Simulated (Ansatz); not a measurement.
**Question.** Name crystals whose computed values (LDA (plane waves, PAW; program Ansatz)) fall in these windows: ε0 26 to 35; ε∞ 17 to 22.

**Answer.** 

| crystal | ε0 | ε∞ |
|---|---|---|
| P2Ru, Pnnm (P on 4g, Ru on 2a) | 31.4 | 19.3 |
| FeS2, Pnnm (Fe on 2a, S on 4g) | 27.0 | 20.1 |
Others may fit too.

Standing as an ambient phase not checked: P2Ru, Pnnm (P on 4g, Ru on 2a). All cells were relaxed under the symmetry of their starts (and spin orders); stability against distortions was not tested throughout. Rows with no word on spin ran without spin polarisation. Scalar-relativistic: spin–orbit coupling is off unless named, which matters more the heavier the elements.

Potentials: the later of the program's two PAW sets.
